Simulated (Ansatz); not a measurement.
Starting cell, SnO (litharge type, space group P4/nmm):

```yaml
crystal:
  lattice:
    - [3.83618, 0.00000, 0.00000]
    - [0.00000, 3.83618, 0.00000]
    - [0.00000, 0.00000, 4.75736]
  atoms:
    - { symbol: Sn, position: [0.50000, 0.00000, 0.24343] }
    - { symbol: Sn, position: [0.00000, 0.50000, 0.75657] }
    - { symbol: O, position: [0.00000, 0.00000, 0.00000] }
    - { symbol: O, position: [0.50000, 0.50000, 0.00000] }
```

In each cell atom 4 (O, nearest neighbour Sn at 2.241 Å; its periodic images, 3.8 Å or more away, move with it) moves by s·(1.000, 0.000, 0.000) (along Cartesian x), the rest being held.

Calculation: PBE-D3(BJ) (plane waves to 420 eV, PAW, scalar-relativistic; Ansatz, a quantum-chemistry and plane-wave program). k mesh 10×10×8 (Γ-centred), Fermi-Dirac smearing 0.05 eV. Energies are smeared free energies. Compression counts positive. With partly filled bands, energies and forces of such displacements shift with the k mesh and the smearing. F∥ is the force on the atom along that direction. F⊥ is the part of the force across the line. At this level the bands of SnO touch or barely overlap; measurements give the solid a gap. SnO was relaxed with its symmetry unable to fall. The PAW data are Ansatz's earlier set. The zero of ΔE is the undisplaced structure.

```json
[
 {"s (Å)": "-0.670", "ΔE (meV/cell)": "2729", "|F⊥| (eV/Å)": "7.804", "F∥ (eV/Å)": "11.196", "P (GPa)": "17.6"},
 {"s (Å)": "-0.536", "ΔE (meV/cell)": "1511", "|F⊥| (eV/Å)": "4.173", "F∥ (eV/Å)": "7.195", "P (GPa)": "10.4"},
 {"s (Å)": "-0.402", "ΔE (meV/cell)": "748", "|F⊥| (eV/Å)": "2.015", "F∥ (eV/Å)": "4.369", "P (GPa)": "5.4"},
 {"s (Å)": "-0.268", "ΔE (meV/cell)": "300", "|F⊥| (eV/Å)": "0.799", "F∥ (eV/Å)": "2.431", "P (GPa)": "2.3"},
 {"s (Å)": "-0.134", "ΔE (meV/cell)": "70", "|F⊥| (eV/Å)": "0.186", "F∥ (eV/Å)": "1.072", "P (GPa)": "0.5"},
 {"s (Å)": "0.000", "ΔE (meV/cell)": "0", "|F⊥| (eV/Å)": "0.000", "F∥ (eV/Å)": "0.000", "P (GPa)": "0.0"},
 {"s (Å)": "0.134", "ΔE (meV/cell)": "70", "|F⊥| (eV/Å)": "0.186", "F∥ (eV/Å)": "-1.072", "P (GPa)": "0.5"},
 {"s (Å)": "0.268", "ΔE (meV/cell)": "300", "|F⊥| (eV/Å)": "0.799", "F∥ (eV/Å)": "-2.431", "P (GPa)": "2.3"},
 {"s (Å)": "0.402", "ΔE (meV/cell)": "748", "|F⊥| (eV/Å)": "2.015", "F∥ (eV/Å)": "-4.369", "P (GPa)": "5.4"},
 {"s (Å)": "0.536", "ΔE (meV/cell)": "1511", "|F⊥| (eV/Å)": "4.173", "F∥ (eV/Å)": "-7.195", "P (GPa)": "10.4"},
 {"s (Å)": "0.670", "ΔE (meV/cell)": "2729", "|F⊥| (eV/Å)": "7.804", "F∥ (eV/Å)": "-11.196", "P (GPa)": "17.6"}
]
```

Summary:

The energy at s = 0.670 Å is 2729 meV/cell and the force along the line at s = -0.670 Å is 11.2 eV/Å. The force constant k = d²E/ds² at s = 0 (finite differences) is 7.65 eV/Å². Symmetry of the curve: even: the same for both signs. Shape of the curve: a single well with its minimum at or next to zero displacement. Harmonic estimate at the end of the scan: ½ks² = 1716 meV/cell against the computed 2729 meV/cell, so the well is stiffer than harmonic there.

(A displaced cell: forces are minus the slopes of the energy, force constants its curvatures, and phonons follow from these.)
